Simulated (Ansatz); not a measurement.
# Ansatz run, CuRu$_{2}$

input.yaml (Ansatz 0.2.0)

```yaml
crystal:
  lattice:
    - [2.616368, 0.0, 0.0]
    - [0.0, 2.616368, 0.0]
    - [0.0, 0.0, 5.398224]
  atoms:
    - { symbol: Ru, position: [0.5, 0.5, 0.295] }
    - { symbol: Ru, position: [0.5, 0.5, 0.705] }
    - { symbol: Cu, position: [0.0, 0.0, 0.0] }
  symmetry: { tolerance: 0.0003 }
kpoints:
  mp_grid: { grid: [13, 13, 6], shift: [0, 0, 0] }
  band_path:
    path:
      - [0.0, 0.0, 0.0]
      - [0.0, 0.5, 0.0]
      - [0.5, 0.5, 0.0]
      - [0.0, 0.0, 0.0]
      - [0.0, 0.0, 0.5]
      - [0.0, 0.5, 0.5]
      - [0.5, 0.5, 0.5]
      - [0.0, 0.0, 0.5]
      - [0.0, 0.5, 0.0]
      - [0.0, 0.5, 0.5]
      - [0.5, 0.5, 0.0]
    npoints: 6
magnetization:
  spin_polarized: false
scf:
  occupations: { method: fermi_dirac }
  lower_state_search: "off"
  max_iter: 200
hamiltonian:
  pseudopotentials: { kind: paw }
  xc: lda
basis:
  ecutwfc: 420
  fft_grid_basis: typed
output:
  forces: true
  stress: true
  eigenvalues: true
  bader: true
  populations: true
  elf: true
  write_potential: true
  volumetric_format: npy
  dos:
    e_range: [-12, 8]
    de: 0.05
    projected: { site_lists: { Cu: [Cu], Ru: [Ru] } }
checkpoint:
  read: saved_state
```

The saved state is an earlier solution for the same cell, perhaps on another mesh. 

Parts of the output:

```
SCF iter   1: F=—  Δρ=5.71e-3  dr2=2.60e-3
SCF iter   2: F=—  Δρ=2.99e-3  dr2=8.76e-4
SCF iter   3: F=—  Δρ=2.96e-4  dr2=6.73e-5
SCF iter   4: F=—  Δρ=2.47e-4  dr2=1.34e-5
SCF iter   5: F=—  Δρ=4.39e-5  dr2=1.16e-6
SCF iter   6: F=-18070.1267 eV  Δρ=1.02e-5  dr2=5.35e-8
Free energy (F): -18070.1267 eV
Harris-Foulkes:  -18070.1267 eV  (|F-HF|=4.01e-8)
Internal energy: -18070.0175 eV  (E = F + TS)
E sigma→0 (E₀):  -18070.0721 eV
Entropy (-TS):   -0.1092 eV (-36.395 meV/atom)
Fermi energy:    22.7433 eV
--- Per-component energies (eV) ---
  E_band       = -396.3989
  E_kinetic    = 1341.5646
  E_local      = -7057.3783  (includes V_loc(G=0)·N_el)
  E_nonlocal   = 1091.5098
  E_hartree    = 2860.8408
  E_xc         = -472.3514
  E_vxc        = -598.8624  (∫ρ·V_xc dr)
  E_paw        = -8272.9688  (= ΣΔE_a)
  E_vpaw       = -894.9138  (= ΣTr[D̂ρ^β])
  E_aug_tail   = -0.0002  (compensation charges beyond the density's cutoff)
  E_ewald      = -7562.8270
  E_core_change = 1.5930  (= ΣΔE_core)
  E_smearing   = -0.1092  (= −TS)
--- Forces (eV/Å), atoms counted from 1 ---
  atom   1  Ru     0.0000     0.0000     1.0044
  atom   2  Ru     0.0000     0.0000    -1.0044
  atom   3  Cu     0.0000     0.0000     0.0000
--- Stress (GPa, compression-positive) ---
       19.5109       0.0000       0.0000
        0.0000      19.5109       0.0000
        0.0000       0.0000      38.5115
  P = ⅓ Tr σ = 25.8445 GPa (258.445 kbar)
--- Bader charges: 3 sites ---
  site symbol  charge [e]  shift [e]
     0     Ru      0.0040     0.0031
     1     Ru      0.0040     0.0031
     2     Cu     -0.0081     0.0063
```

Origin: a known structure type with other elements, at an estimated volume, so it need not be a known compound. Caveats: atoms or cell far from equilibrium.
